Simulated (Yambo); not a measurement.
CsHgF3 (cubic perovskite, space group Pm-3m, No. 221), G0W0@LDA in Yambo (4×4×4 mesh, plasmon pole; 7 Ry block, no terminator). The number N of bands in W and G is varied.

```tsv
N	x = 1/N	gap R → Γ (eV)	shift of the valence edge (eV)
60	0.01667	2.839	-0.575
85	0.01176	2.501	-0.570
116	0.00862	2.337	-0.617
147	0.00680	?	?
```

Basis-set arguments suggest E = E∞ + A x. Fix A and E∞ from the two rows above the withheld one, predict the row at 147 bands, and test the form.

Gap: A = (2.337 − (2.501))/(0.00862 − 0.01176) = 52.2, E∞ = 1.887 eV, so 2.242 eV is predicted; the run gave 2.298 eV (miss 56 meV). The first two rows have slope 68.8, so the form doesn't hold yet over the whole range. Shift: A = (-0.617 − (-0.570))/(0.00862 − 0.01176) = 15.0, E∞ = -0.746 eV, so -0.644 eV is predicted; the run gave -0.696 eV (miss 52 meV). The first two rows have slope -1.02, so the form doesn't hold yet over the whole range. The other settings are held fixed.

Spin-orbit coupling is not included.

Geometry of the Materials Project entry, not relaxed at this level; primitive cell a = b = c = 4.5954 Å, α = β = γ = 90.00°.

A shift is the quasiparticle energy of the state minus its LDA energy.
